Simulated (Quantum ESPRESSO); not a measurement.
Al5Ti2Ag, input and log of a self-consistent run

Simulated, not a measurement. The program is pw.x of Quantum ESPRESSO 7.5 (plane-wave density functional theory). The cell is made up: eight metal atoms on a hexagonal close-packed lattice, with elements, volume, strain and displacements drawn at random and not relaxed, so it may be unstable or far from any real phase. PseudoDojo standard norm-conserving files set the functional (PBE unless stated); there is no spin polarisation or spin-orbit coupling, the Fermi-Dirac width of 0.25 eV means electrons at about 2900 K, and the masses in the input are unused placeholders. A spin test at this wide smearing found no moment, but such smearing suppresses magnetism that the real alloy may have.

Input:

```
&control calculation='scf', pseudo_dir='./dojo.nc.sr.pbe.v0_5.standard.upf', outdir='./o', disk_io='minimal', tprnfor=.true., tstress=.true. /
&system ibrav=0, nat=8, ntyp=3, nbnd=39, ecutwfc=84.00895049, nosym=.true., tot_charge=0,
 occupations='smearing', smearing='fd', degauss=0.0183746611
/
&electrons conv_thr=1.470e-08, electron_maxstep=70, mixing_beta=0.5 /
ATOMIC_SPECIES
Ag 1.0 Ag.upf
Al 1.0 Al.upf
Ti 1.0 Ti.upf
CELL_PARAMETERS angstrom
-2.9621 0.0 0.0
0.0 5.1306 -4.7186
0.0 -5.1306 -4.7186
ATOMIC_POSITIONS angstrom
Al -0.0845 -0.0111 0.0429
Ti -0.1185 1.7376 -2.4265
Ag -0.0785 0.0901 -4.7229
Al -0.0374 1.6284 -7.1349
Al -1.4059 -0.8065 -2.4012
Al -1.406 -2.5826 -4.6513
Ti -1.4624 -0.9182 -7.0762
Al -1.5801 2.4924 -4.7779
K_POINTS automatic
9 4 4 1 1 1
```

The log is shortened where brackets say so; the opening notice, blank lines, dates and the lines on written files are dropped, and the path of the files is cut. It prints rydbergs, bohrs and kilobars, and counts compression as positive stress. Its total energy is the free energy E - TS of the whole cell.

```
     Program PWSCF v.7.5
     Parallel version (MPI & OpenMP), running on       4 processor cores
     Number of MPI processes:                 4
     Threads/MPI process:                     1
     [start-up lines left out]
     bravais-lattice index     =            0
     lattice parameter (alat)  =       5.5976  a.u.
     unit-cell volume          =     967.8491 (a.u.)^3
     number of atoms/cell      =            8
     number of atomic types    =            3
     number of electrons       =        58.00
     number of Kohn-Sham states=           39
     kinetic-energy cutoff     =      84.0090  Ry
     charge density cutoff     =     336.0358  Ry
     scf convergence threshold =      1.5E-08
     mixing beta               =       0.5000
     number of iterations used =            8  plain     mixing
     Exchange-correlation= PBE
                           (   1   4   3   4   0   0   0)
     [axes and pseudopotential details left out]
   Cartesian axes
     site n.     atom                  positions (alat units)
         1        Al     tau(   1) = (  -0.0285271  -0.0037473   0.0144830  )
         2        Ti     tau(   2) = (  -0.0400054   0.5866109  -0.8191823  )
         3        Ag     tau(   3) = (  -0.0265015   0.0304176  -1.5944431  )
         4        Al     tau(   4) = (  -0.0126262   0.5497451  -2.4087303  )
         5        Al     tau(   5) = (  -0.4746295  -0.2722730  -0.8106411  )
         6        Al     tau(   6) = (  -0.4746632  -0.8718814  -1.5702711  )
         7        Ti     tau(   7) = (  -0.4937038  -0.3099828  -2.3889133  )
         8        Al     tau(   8) = (  -0.5334391   0.8414301  -1.6130110  )
     number of k points=    72  Fermi-Dirac smearing, width (Ry)=  0.0184
                       cart. coord. in units 2pi/alat
        k(    1) = (  -0.0555556   0.0000000  -0.0784687), wk =   0.0277778
        k(    2) = (  -0.0555556  -0.0721675  -0.1569374), wk =   0.0277778
     [further k points left out]
     Dense  grid:   100845 G-vectors     FFT dimensions: (  36,  80,  80)
     Estimated max dynamical RAM per process >     268.59 MB
     Estimated total dynamical RAM >    1000.50 MB
     Initial potential from superposition of free atoms
     starting charge      57.9841, renormalised to      58.0000
     Starting wfcs are   50 randomized atomic wfcs
     total cpu time spent up to now is        5.0 secs
     per-process dynamical memory:   216.4 Mb
     Self-consistent Calculation
     iteration #  1     ecut=    84.01 Ry     beta= 0.50
     Davidson diagonalization with overlap
     ethr =  1.00E-02,  avg # of iterations =  2.8
     total cpu time spent up to now is       14.6 secs
     total energy              =    -569.56717309 Ry
     estimated scf accuracy    <       1.90395285 Ry
     iteration #  2     ecut=    84.01 Ry     beta= 0.50
     Davidson diagonalization with overlap
     ethr =  3.28E-03,  avg # of iterations =  5.7
     total cpu time spent up to now is       27.1 secs
     total energy              =    -569.53666972 Ry
     estimated scf accuracy    <      14.19794816 Ry
     iteration #  3     ecut=    84.01 Ry     beta= 0.50
     Davidson diagonalization with overlap
     ethr =  3.28E-03,  avg # of iterations =  5.0
     total cpu time spent up to now is       37.9 secs
     total energy              =    -570.63437031 Ry
     estimated scf accuracy    <       0.67098624 Ry
     iteration #  4     ecut=    84.01 Ry     beta= 0.50
     Davidson diagonalization with overlap
     ethr =  1.16E-03,  avg # of iterations =  3.7
     total cpu time spent up to now is       47.5 secs
     total energy              =    -570.69699793 Ry
     estimated scf accuracy    <       0.18808101 Ry
     iteration #  5     ecut=    84.01 Ry     beta= 0.50
     Davidson diagonalization with overlap
     ethr =  3.24E-04,  avg # of iterations =  6.3
     total cpu time spent up to now is       58.9 secs
     total energy              =    -570.69852934 Ry
     estimated scf accuracy    <       0.22082915 Ry
     [iterations 6 to 11 left out]
     iteration # 12     ecut=    84.01 Ry     beta= 0.50
     Davidson diagonalization with overlap
     ethr =  2.25E-09,  avg # of iterations =  6.6
     total cpu time spent up to now is      131.1 secs
     total energy              =    -570.72165397 Ry
     estimated scf accuracy    <       0.00000052 Ry
     iteration # 13     ecut=    84.01 Ry     beta= 0.50
     Davidson diagonalization with overlap
     ethr =  8.91E-10,  avg # of iterations =  2.5
     total cpu time spent up to now is      139.8 secs
     total energy              =    -570.72165404 Ry
     estimated scf accuracy    <       0.00000022 Ry
     iteration # 14     ecut=    84.01 Ry     beta= 0.50
     Davidson diagonalization with overlap
     ethr =  3.74E-10,  avg # of iterations =  2.0
     total cpu time spent up to now is      148.0 secs
     total energy              =    -570.72165406 Ry
     estimated scf accuracy    <       0.00000007 Ry
     iteration # 15     ecut=    84.01 Ry     beta= 0.50
     Davidson diagonalization with overlap
     ethr =  1.28E-10,  avg # of iterations =  2.8
     total cpu time spent up to now is      156.5 secs
     total energy              =    -570.72165406 Ry
     estimated scf accuracy    <       0.00000023 Ry
     iteration # 16     ecut=    84.01 Ry     beta= 0.50
     Davidson diagonalization with overlap
     ethr =  1.28E-10,  avg # of iterations =  1.9
     total cpu time spent up to now is      164.0 secs
     End of self-consistent calculation
     [lines on levels left out]
!    total energy              =    -570.72165407 Ry
     estimated scf accuracy    <          5.0E-09 Ry
     smearing contrib. (-TS)   =      -0.08709673 Ry
     internal energy E=F+TS    =    -570.63455734 Ry
     The total energy is F=E-TS. E is the sum of the following terms:
     one-electron contribution =    -442.68884216 Ry
     hartree contribution      =     239.24573704 Ry
     xc contribution           =     -91.78717488 Ry
     ewald contribution        =    -275.40427735 Ry
     convergence has been achieved in  16 iterations
     Forces acting on atoms (cartesian axes, Ry/au):
     atom    1 type  2   force =     0.00594058   -0.00148791   -0.00682699
     atom    2 type  3   force =     0.01703110    0.00874587    0.03967319
     atom    3 type  1   force =     0.00451055   -0.01150590   -0.00584973
     atom    4 type  2   force =     0.00441806    0.00157347    0.00597652
     atom    5 type  2   force =    -0.01038961   -0.00531044    0.01222907
     atom    6 type  2   force =    -0.00731687    0.00168588   -0.02963800
     atom    7 type  3   force =    -0.01581501   -0.01029086   -0.02314228
     atom    8 type  2   force =     0.00162121    0.01658989    0.00757822
     Total force =     0.068678     Total SCF correction =     0.000285
     Computing stress (Cartesian axis) and pressure
          total   stress  (Ry/bohr**3)                   (kbar)     P=      -49.44
  -0.00029595  -0.00000550  -0.00001879          -43.54       -0.81       -2.76
  -0.00000550  -0.00041523   0.00007752           -0.81      -61.08       11.40
  -0.00001879   0.00007752  -0.00029698           -2.76       11.40      -43.69
     init_run     :      4.57s CPU      4.78s WALL (       1 calls)
     electrons    :    157.85s CPU    159.05s WALL (       1 calls)
     forces       :      1.63s CPU      1.64s WALL (       1 calls)
     stress       :      5.48s CPU      5.48s WALL (       1 calls)
     [timing details left out]
     PWSCF        :   2m49.78s CPU   2m51.22s WALL
     JOB DONE.
```

In other units: free energy -7765.064 eV for the cell, pressure -4.94 GPa, largest force component 1.020 eV/Å in size. The run took 173 s of wall time with four MPI processes on a shared machine (Intel Xeon, 2023 or later, virtual cores), so the time is rough. A rerun of this cell at a higher cutoff and on a denser mesh moved values by no more than 0.003 eV in energy, 0.23 GPa in stress and 0.010 eV/Å in force, and a second program with other atomic files agreed on that cell to 2 % rms in force and 0.5 GPa in pressure.